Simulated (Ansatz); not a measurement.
Mg (fcc (Cu type), Fm-3m) at seven volumes, PBEsol in the plane-wave PAW code Ansatz, scaled uniformly. One row is withheld.

| V (Å³/atom) | P (GPa) |
|---|---|
| 20.635 | 4.16 |
| 21.316 | 2.57 |
| 21.996 | 1.19 |
| 22.676 | 0.01 |
| 23.357 | -1.02 |
| 24.037 | ? |
| 24.717 | -2.66 |

Fit the shown pressures and predict the withheld one.

Third-order Birch–Murnaghan: P = (3/2)B₀(x^(7/2) − x^(5/2))[1 + (3/4)(B′ − 4)(x − 1)] with x = (V₀/V)^(2/3). Least squares on the six rows gives V₀ = 22.681 Å³/atom, B₀ = 36.62 GPa, B′ = 3.90. At V = 24.037, x = 0.9620 and P = -1.90 GPa. The run itself gave -1.90 GPa.

The workflow started from a Materials Project entry (that database holds measured and hypothetical structures alike); the Crystallography Open Database copy checked does not list it. It is not the phase usual at ambient conditions (space group No. 194). The cell was relaxed with PBEsol under the symmetry of its start; its stability against distortions is not shown here.

Potentials: the later of the program's two PAW sets.
